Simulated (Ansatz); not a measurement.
## Ti3IrC2: computed property card

Ti$_{3}$IrC$_{2}$:
Space group P6₃/mmc (No. 194); a = b = 3.0111 Å, c = 18.1499 Å, α = β = 90.00°, γ = 120.00°

| atom | site | symmetry | x | y | z |
|---|---|---|---|---|---|
| Ti | 4f | 3m. | 0.6667 | 0.3333 | 0.1348 |
| Ti | 2a | -3m. | 0.0000 | 0.0000 | 0.0000 |
| Ir | 2b | -6m2 | 0.0000 | 0.0000 | 0.2500 |
| C | 4f | 3m. | 0.3333 | 0.6667 | 0.0714 |

Space group P6_3/mmc (No. 194); conventional cell a = b = 3.0111 Å, c = 18.1499 Å, α = β = 90.00°, γ = 120.00°.

Method: DFT-r²SCAN in the program Ansatz with PAW potentials. The cell and atoms are relaxed at this level. Other levels are named where they apply.

**Cell and energy**

- Volume per atom = 11.88 Å³
- Density = 8.39 g/cm³
- Formation energy from the elements (no fitted shifts) = -0.90 eV/atom

**Electronic structure**

* **Electronic character**: metallic (no gap)
* **Density of states at the Fermi level**: 0.30 states/eV per atom (mean over ±0.08 eV)
* **Gap with spin–orbit coupling**: none (metallic)

**Mechanics**

Bulk modulus (Birch–Murnaghan fit): 237 GPa
Pressure derivative B′: 4.2

**Charges**

Bader charges: Ti +1.62 to +1.74, Ir -1.23, C -1.88 e

The start of the workflow was typed in or built on a structure type; neither database checked (COD, Materials Project) lists it. Its standing as an ambient phase is unchecked. Symmetry was held in the r²SCAN relaxation; whether a distortion lowers the energy is not shown. The run is not spin-polarised. The references are the lowest solids computed at this level, not always the standard phases. Spin–orbit coupling is left out wherever it is not named.

Potentials: the earlier of the program's two PAW sets.
